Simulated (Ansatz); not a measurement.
YGe$_{2}$Ru$_{2}$:
```
YGe2Ru2
1.0
   -2.12167     2.12167     4.89893
    2.12167    -2.12167     4.89893
    2.12167     2.12167    -4.89893
Y Ru Ge
1 2 2
Direct
  0.00000   0.00000   0.00000
  0.75000   0.25000   0.50000
  0.25000   0.75000   0.50000
  0.36870   0.36870   0.00000
  0.63130   0.63130   0.00000
```

Relaxed with r²SCAN. Special points in fractions of this cell's reciprocal vectors: Γ (0.000, 0.000, 0.000); X (0.000, 0.000, 0.500); P (0.250, 0.250, 0.250); N (0.000, 0.500, 0.000); M (0.500, 0.500, -0.500); S (0.297, 0.703, -0.297); S0 (-0.297, 0.297, 0.297); R (-0.094, 0.094, 0.500); G (0.500, 0.500, -0.094).

### Question
List the band energies nearest the Fermi level at these points for DFT-r²SCAN in the program Ansatz with PAW potentials.

### Answer
In eV from the Fermi level; about four levels below and three above (degenerate sets whole), none deeper than 8.9 eV; points with the same levels are listed once.

```
k                    below           above
-  -----------------------  --------------
Γ  -0.51 -0.44 -0.44 -0.09  0.11 1.41 3.07
X  -0.72 -0.56 -0.55 -0.45  1.70 1.93 3.93
P  -0.69 -0.69 -0.54 -0.47  1.84 1.84 3.39
N  -1.67 -1.60 -0.77 -0.21  1.06 2.90 3.20
M  -2.44 -2.44 -2.23 -0.09  0.25 0.25 1.41
S  -1.67 -1.41 -1.38 -1.33  1.27 1.48 1.93
R  -1.99 -1.22 -0.57 -0.28  0.46 1.71 1.94
```

Space group I4/mmm. The workflow started from an entry of the Crystallography Open Database (COD). Whether it is the stable phase at ambient conditions was not checked. Symmetry was held in the r²SCAN relaxation; whether a distortion lowers the energy is not shown. The run is not spin-polarised. Spin–orbit coupling is left out wherever it is not named.

Potentials: the later of the program's two PAW sets.
